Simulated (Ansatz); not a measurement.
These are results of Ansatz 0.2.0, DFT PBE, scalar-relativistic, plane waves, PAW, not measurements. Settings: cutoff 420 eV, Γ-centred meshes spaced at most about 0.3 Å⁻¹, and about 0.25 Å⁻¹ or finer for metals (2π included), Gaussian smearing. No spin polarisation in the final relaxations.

Temperature and zero-point effects are left out. All come from trial cells, and lower structures may exist.

Question: Order these relaxed structures of Ge₅P by energy, lowest first, with the energy over the lowest of them.
A.

Space group P-6m2 (No. 187). a = 3.676 Å, b = 3.676 Å, c = 10.381 Å, α = 90.00°, β = 90.00°, γ = 120.00°
| atom | site | symmetry | x | y | z |
| --- | --- | --- | --- | --- | --- |
| Ge | 2i | 3m. | 0.6667 | 0.3333 | 0.8497 |
| Ge | 2g | 3m. | 0.0000 | 0.0000 | 0.6502 |
| Ge | 1f | -6m2 | 0.6667 | 0.3333 | 0.5000 |
| P | 1a | -6m2 | 0.0000 | 0.0000 | 0.0000 |

B.

Space group P-62m (No. 189). a = 5.134 Å, b = 5.134 Å, c = 4.888 Å, α = 90.00°, β = 90.00°, γ = 120.00°
```
atom  site  symmetry       x       y       z
  Ge    3f       m2m  0.6764  0.0000  0.0000
  Ge    2d      -6.. 0.3333  0.6667  0.5000
   P    1b      -62m  0.0000  0.0000  0.5000
```

C.

Space group F-43m (No. 216). a = 7.781 Å, b = 7.781 Å, c = 7.781 Å, α = 90.00°, β = 90.00°, γ = 90.00°
| atom | site | symmetry | x | y | z |
| --- | --- | --- | --- | --- | --- |
| Ge | 4c | -43m | 0.2500 | 0.2500 | 0.2500 |
| Ge | 16e | .3m | 0.6252 | 0.1252 | 0.1252 |
| P | 4a | -43m | 0.0000 | 0.0000 | 0.0000 |

D.

Space group I4/mmm (No. 139). a = 7.306 Å, b = 7.306 Å, c = 5.201 Å, α = 90.00°, β = 90.00°, γ = 90.00°
```
atom  site  symmetry       x       y       z
  Ge    8h      m.2m  0.7567  0.7567  0.0000
  Ge    2b     4/mmm  0.0000  0.0000  0.5000
   P    2a     4/mmm  0.0000  0.0000  0.0000
```

Answer: A (0 meV/atom), B (113 meV/atom), D (199 meV/atom), C (301 meV/atom). Forms: A P-6m2; B Ge and P ordered on hcp sites, P-62m; D I4/mmm; C F-43m. Counting Ge atoms around P (those within 1.25 times the shortest such distance or 1.15 times the sum of covalent radii, 1.27 where that leaves under three; the shortest distance is added where it exceeds 1.18 times the sum of covalent radii): A has P 6; B has P 12 from 3.0 Å; D has P 6; C has P 16 from 3.2 Å. A holds Ge–Ge nets (shortest 2.63 Å); D holds Ge–Ge bonds in all directions (shortest 2.60 Å) (bonds between like non-metal atoms; other contacts aren't counted). Even the lowest lies +0.27 eV/atom against the elements.

A magnetic state wasn't ruled out in cells without spin, among them P-6m2, P-62m, I4/mmm, F-43m. Cells relaxed within their symmetry can be saddle points. Some candidate types were left out of the draw beforehand, so a known form may be missing.
